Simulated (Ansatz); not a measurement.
AlN (zinc blende)

```yaml
crystal:
  lattice:
    - [0.00000, 4.40321, 4.40321]
    - [2.20161, 0.00000, 2.20161]
    - [2.20161, 2.20161, 0.00000]
  atoms:
    - { symbol: N, position: [0.37500, 0.75000, 0.75000] }
    - { symbol: N, position: [0.87500, 0.75000, 0.75000] }
    - { symbol: Al, position: [0.00000, 0.00000, 0.00000] }
    - { symbol: Al, position: [0.50000, 0.00000, 0.00000] }
```

The atoms are displaced by Q × the pattern below (from a DFPT mode at L = (0.5, 0.0, 0.0), largest move 1; Q in Å), at fixed cell. It is one choice among 2 degenerate patterns. (q is in reciprocal vectors of the primitive cell; the cell shown is doubled to hold the pattern.)

```tsv
atom	x	y	z
N1	0.256	-0.466	0.721
N2	-0.256	0.466	-0.721
Al3	-0.285	0.520	-0.805
Al4	0.285	-0.520	0.805
```

Level of theory: PBE (plane waves to 420 eV, PAW, scalar-relativistic; Ansatz, a program for electronic structure). k mesh 13×13×13 (Γ-centred), Fermi-Dirac smearing 0.05 eV. The energy includes the smearing's −TS. AlN was relaxed with its symmetry unable to fall. ΔE is measured from the undisplaced structure.

Task: Give the computed ΔE (meV/cell) and −dE/dQ from forces (eV/Å) at Q (Å) = -0.100, -0.083, -0.050, 0.017, 0.033, 0.067.

Result: 
| Q (Å) | ΔE (meV/cell) | −dE/dQ from forces (eV/Å) |
|---|---|---|
| -0.100 | 71.4 | 1.428 |
| -0.083 | 49.6 | 1.190 |
| -0.050 | 17.9 | 0.714 |
| 0.017 | 2.0 | -0.238 |
| 0.033 | 7.9 | -0.476 |
| 0.067 | 31.7 | -0.952 |

(A displaced cell: forces are minus the slopes of the energy, force constants its curvatures, and phonons follow from these.)
